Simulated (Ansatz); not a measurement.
CuSn:
```
CuSn
1.0
    4.13848     0.00000     0.00000
   -2.06924     3.58403     0.00000
    0.00000     0.00000     5.01334
Cu Sn
2 2
Direct
  0.00000   0.00000   0.00000
  0.00000   0.00000   0.50000
  0.33333   0.66667   0.25000
  0.66667   0.33333   0.75000
```

Relaxed with r²SCAN. Special points in fractions of this cell's reciprocal vectors: Γ (0.000, 0.000, 0.000); M (0.500, 0.000, 0.000); K (0.333, 0.333, 0.000); A (0.000, 0.000, 0.500); L (0.500, 0.000, 0.500); H (0.333, 0.333, 0.500).

**Question.** List the band energies nearest the Fermi level at these points for r²SCAN (plane waves, PAW; program Ansatz).

**Answer.** In eV from the Fermi level; about four levels below and three above (degenerate sets whole), none deeper than 8.9 eV; points with the same levels are listed once.

```tsv
k	below	above
Γ	-3.52 -3.52 -2.98 -2.98 -1.44	1.06 1.06 2.31 2.31
M	-2.31 -1.88 -1.81 -1.00	0.90 3.35 4.93
K	-2.99 -2.99 -1.10 -0.26 -0.26	1.15 1.15 2.67
A	-3.60 -3.60 -3.60 -3.60	2.08 2.08 2.29 2.29 2.29 2.29
L	-3.45 -3.45 -3.19 -3.19	0.20 0.20 1.81 1.81
H	-2.85 -2.85 -2.55 -2.55	5.92 5.92 8.25 8.25
```

Space group P6_3/mmc (NiAs type). The first step of the workflow began from a Materials Project structure, measured or hypothetical; the Crystallography Open Database files this formula in space group No. 194, but the cells were not matched. Whether it is the stable phase at ambient conditions was not checked. The r²SCAN relaxation kept the symmetry of its start; its stability against distortions is not shown here. The run is not spin-polarised. Scalar-relativistic: spin–orbit coupling is off unless named, which matters more the heavier the elements.

Potentials: the later of the program's two PAW sets.
